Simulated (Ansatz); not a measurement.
Diamond Si, relaxed with r2SCAN: 6 runs in Ansatz, each a construction of maximally localised Wannier functions. The symmetry is Fd-3m (No. 227, cubic); conventional cell a = 5.444 Å, 20.17 Å³ an atom. Around Si lie 4 Si at 2.36 Å. No spin polarisation and no zero-point or thermal motion.

```xyz
2
Lattice="0.0000 2.7221 2.7221 2.7221 0.0000 2.7221 2.7221 2.7221 0.0000" Properties=species:S:1:pos:R:3 pbc="T T T"
Si    0.0000    0.0000    0.0000
Si    1.3611    1.3611    1.3611
```

Windows count from the top of the filled bands; a dash means that no such window was set (without an outer window there is no disentanglement). Rows marked drawn have settings drawn at random (some not listed).

```tsv
functional	SCF mesh	trial orbitals	functions	mesh	window (eV)	frozen (eV)	settings	Ω total (Å²)	Ω invariant (Å²)	largest spread (Å²)	least projectability	interpolation miss of the model's filled bands (eV, to the nearest computed level)
PBE	6×6×6	Si s, Si p	4	4×4×4	–	–	chosen	6.46	5.90	1.61	0.58	0.344
PBE	6×6×6	Si s, Si p	4	8×8×8	–	–	chosen	8.22	7.72	2.05	0.56	0.046
r2SCAN	6×6×6	Si s, Si p	4	6×6×6	–	–	chosen	7.47	6.93	1.87	0.58	0.115
HSE06	6×6×6	Si s, Si p	4	6×6×6	–	–	chosen	7.30	6.79	1.82	0.58	–
PBE	6×6×6	Si s, Si p (plain search)	8	6×6×6	-26.0 to +16.7	-8.0 to +2.2	drawn	17.53	11.40	2.36	0.58	0.062
```

Problem. Estimate from these rows what the further settings give.
```json
{"functional": "PBE", "SCF mesh": "6×6×6", "trial orbitals": "Si s, Si p", "functions": "4", "mesh": "6×6×6", "window (eV)": "–", "frozen (eV)": "–", "settings": "chosen"}
```

Solution.

| functional | SCF mesh | trial orbitals | functions | mesh | window (eV) | frozen (eV) | settings | Ω total (Å²) | Ω invariant (Å²) | largest spread (Å²) | least projectability | interpolation miss of the model's filled bands (eV, to the nearest computed level) |
| --- | --- | --- | --- | --- | --- | --- | --- | --- | --- | --- | --- | --- |
| PBE | 6×6×6 | Si s, Si p | 4 | 6×6×6 | – | – | chosen | 7.63 | 7.09 | 1.91 | 0.58 | 0.120 |

For Si s, Si p with PBE the spread goes 6.46 Å² (4×4×4), 7.63 Å² (6×6×6), 8.22 Å² (8×8×8): finite differences on a coarse mesh understate it.
